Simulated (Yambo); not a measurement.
RbHgF$_{3}$ (cubic perovskite, space group Pm-3m, No. 221), G0W0@LDA in Yambo with this input:

```
rim_cut
gw0
dyson
el_el_corr
HF_and_locXC
ppa
em1d
RandQpts= 1000000
RandGvec= 1 Ry
EXXRLvcs= 84 Ry
VXCRLvcs= 336 Ry
Chimod= "HARTREE"
% BndsRnXp
 5 | 143 |
%
NGsBlkXp= 7 Ry
% LongDrXp
 1.0 | 1.0 | 1.0 |
%
PPAPntXp= 27.2114 eV
% GbndRnge
 1 | 143 |
%
GTermKind= "BG"
DysSolver= "n"
ExtendOut
```

On a 4×4×4 mesh, with wavefunctions cut at 84 Ry, the gap (R → Γ) is 2.457 eV and the valence edge shifts by -1.056 eV.

What happens with this change: 4 Ry block?

The gap rises by 0.036 eV, to 2.493 eV; the shift of the valence edge becomes -1.132 eV. Neither run is shown to be the converged limit.

Spin-orbit coupling is not included.

Geometry of the Materials Project entry, not relaxed at this level; primitive cell a = 4.5492 Å, b = 4.5492 Å, c = 4.5492 Å, α = 90.00°, β = 90.00°, γ = 90.00°.

A shift is the quasiparticle energy of the state minus its LDA energy.
